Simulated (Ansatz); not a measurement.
ZnAg (Pm-3m): electronic heat capacity and spin susceptibility from the density of states

Computed with DFT PBEsol, scalar-relativistic, plane waves, PAW (Ansatz).

Settings: cutoff 420 eV, Γ-centred mesh 14×14×14 on the computed 2-atom cell, Gaussian smearing of 0.10 eV; no spin polarisation.

Relaxed cell: Pm-3m, a = 3.116 Å, b = 3.116 Å, c = 3.116 Å, α = 90.00°, β = 90.00°, γ = 90.00°, 2 atoms in the primitive cell. Whether it is the stable form of this composition wasn't checked.

The density of states at the Fermi level is 0.484 states/eV in the cell of 2 atoms (1 formula unit; both spins, tetrahedra on a 21×21×21 mesh).

Task: What Sommerfeld coefficient and Pauli susceptibility does this give?

Result: Per formula unit N(E_F) = 0.484 states/eV. γ = (π²/3) k_B² N(E_F) N_A = 2.357 mJ/(mol K²) per state/eV, so γ = 1.1 mJ/(mol K²), a mole of formula units. χ_P = μ_B² N(E_F) N_A = 3.23×10⁻⁵ emu/mol per state/eV gives 1.6×10⁻⁵ emu/mol. This is the bare band result: a measured γ of the same phase is as a rule larger by a factor 1 + λ from phonons and spin fluctuations, the spin part of χ is larger by the Stoner factor, and a measured χ also holds orbital and core terms. N(E_F) at one energy is sensitive to the mesh where the density of states has sharp peaks.

Cost: 1 run of about 0.4 core-minutes, on Arm Neoverse V1 (shared hosts).